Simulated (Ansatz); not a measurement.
Here is the system:

AlRu (CsCl type, Pm-3m), a = 3.004 Å, b = 3.004 Å, c = 3.004 Å, α = 90.00°, β = 90.00°, γ = 90.00°.

This is the PBE-relaxed structure.

Task: All from the program Ansatz at the PBE level (PAW), unless another level is named. Predict the density of states at the Fermi level.

Result: 0.83 states/eV per atom (mean over ±0.08 eV).

Task: Give the formation energy from the elements (no fitted shifts).

Result: -0.64 eV/atom.

The cell was relaxed with PBE under the symmetry of its start. No spin polarisation was allowed. The references are the lowest solids computed at this level, not always the standard phases. Scalar-relativistic: spin–orbit coupling is off unless named, which matters more the heavier the elements.

Potentials: the later of the program's two PAW sets.
